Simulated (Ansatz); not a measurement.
## A trial form of KMo2

Computed with DFT PBE, scalar-relativistic, plane waves, PAW (Ansatz 0.2.0). Cutoff 420 eV, Gaussian smearing, Γ-centred meshes. Cell and atoms relax first on a coarse mesh and then on a finer one. In between, the cell is made exact in the group found at 0.06 Å. In metals the finer mesh still leaves noise of several meV/atom or more. The steps can't lower the symmetry of their start. No spin polarisation in the relaxation; trial moments died out in a coarse test.

The guess for KMo2 was made by a generator: ordered superstructure of diamond with vacancies (P-4m2, No. 115) (sublattice all; occupants of the shared sites, in ratio, Mo: 2, K: 1, vacant: 1). The dimensions are guesses.

```
K Mo
1.0
     4.03159    0.00000    0.00000
     0.00000    4.03159    0.00000
     0.00000    0.00000    5.70153
K Mo
1 2
Cartesian
  0.0000 0.0000 0.0000
  2.0158 0.0000 4.2761
  0.0000 2.0158 1.4254
```

Energies over the elements count from the elements' standard structures at the same level, with no fitted energy shifts.

**Question.** What does it relax into?

**Answer.** The symmetry stays P-4m2 (No. 115). The volume per atom shrinks by 16.2 %, from 30.9 to 25.9 Å³. The shortest distance goes from 2.47 Å (K–Mo) to 2.54 Å (Mo–Mo). The ratio c/a of the conventional cell changes by a factor of 1.67. The energy falls by about 3.8 eV/atom (the start's value is from the coarse mesh). The end is written in a standard setting, so origin, axes and order of atoms can differ from the start's. Conventional cell: a = 3.205 Å, c = 7.557 Å. K is surrounded by 4 K at 3.21 Å and 4 Mo at 3.58 Å; Mo is surrounded by 4 Mo at 2.54 Å, 4 Mo at 3.21 Å and 2 K at 3.58 Å.

```
K Mo
1.0
     3.20530    0.00000    0.00000
     0.00000    3.20530    0.00000
     0.00000    0.00000    7.55720
K Mo
1 2
Direct
  0.00000 0.00000 0.00000
  0.50000 0.00000 0.57634
  0.00000 0.50000 0.42366
```

**Question.** Give its energy and gap.

**Answer.** The energy over the elements is +1.07 eV/atom. The gap on the 14×14×6 mesh of the 3-atom cell is 0 eV (a metal).

A positive value: parting into the elements would lower its energy.

The last run used Gaussian smearing of 0.10 eV. Symmetry constrained the relaxation, so the result can be a saddle point. In all, the 4 runs took 4.2 min on 1 thread of Arm Neoverse V1, with other jobs on the host.
